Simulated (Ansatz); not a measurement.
Rb3InS3 in space group C2/m (No. 12; Pearson symbol mS28), r²SCAN in the plane-wave PAW code Ansatz. The conduction-band minimum lies at Γ, with 1 equivalent valley. Second derivatives d²E/dk² of the lowest band at one valley (eV·Å²), along Cartesian directions:

| direction | d²E/dk² |
|---|---|
| [100] | 19.83 |
| [010] | 22.42 |
| [001] | 23.61 |
| [110] | 21.13 |
| [101] | 23.91 |
| [011] | 23.01 |

Find the principal effective masses, the density-of-states mass and the conductivity mass.

Off-diagonal terms follow from H_xy = H[110] − (H_xx + H_yy)/2, and m*/mₑ = 7.620 eV·Å² over each eigenvalue: 0.31, 0.34, 0.40. One valley's DOS mass (m₁m₂m₃)^(1/3) = 0.35, conductivity mass 3/(Σ 1/mᵢ) = 0.35 mₑ.

What effective density of states Nc follows at 300 K for parabolic valleys?

Nc = 2.509e19 × 1 × (0.35)^(3/2) ≈ 5.2e18 cm⁻³.

The first step of the workflow began from a Materials Project structure, measured or hypothetical; the Crystallography Open Database copy checked does not list it. Its standing as an ambient phase is unchecked. The cell was relaxed with r²SCAN under the symmetry of its start; its stability against distortions is not shown here. Scalar-relativistic: spin–orbit coupling is off unless named, which matters more the heavier the elements.

Potentials: the later of the program's two PAW sets.

Edges and masses are those of Kohn–Sham bands, whose gap is no quasiparticle gap.
